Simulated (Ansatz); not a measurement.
Input:

BeRh:
```
BeRh
1.0
    2.75266     0.00000     0.00000
    0.00000     2.75266     0.00000
    0.00000     0.00000     2.75266
Be Rh
1 1
Direct
  0.00000   0.00000   0.00000
  0.50000   0.50000   0.50000
```

This is the PBEsol-relaxed structure.

All from PBEsol (plane waves, PAW; program Ansatz), unless another level is named. Give the density of states at the Fermi level.

0.67 states/eV per atom (mean over ±0.08 eV).

Next, the formation energy from the elements (no fitted shifts)?

-0.61 eV/atom.

What about the gap with spin–orbit coupling?

none (metallic).

Space group Pm-3m (CsCl type). The workflow started from a Materials Project entry (that database holds measured and hypothetical structures alike); the Crystallography Open Database copy checked does not list it. With Be and Rh taken as one species the cell has the higher symmetry Im-3m, so it may be an ordered model of a mixed-site phase. Whether it is the stable phase at ambient conditions was not checked. The cell was relaxed with PBEsol under the symmetry of its start; of distortions, only those at the zone centre were tested. The run is not spin-polarised. The references are the lowest solids computed at this level, not always the standard phases. Scalar-relativistic: spin–orbit coupling is off unless named, which matters more the heavier the elements.

Potentials: the later of the program's two PAW sets.
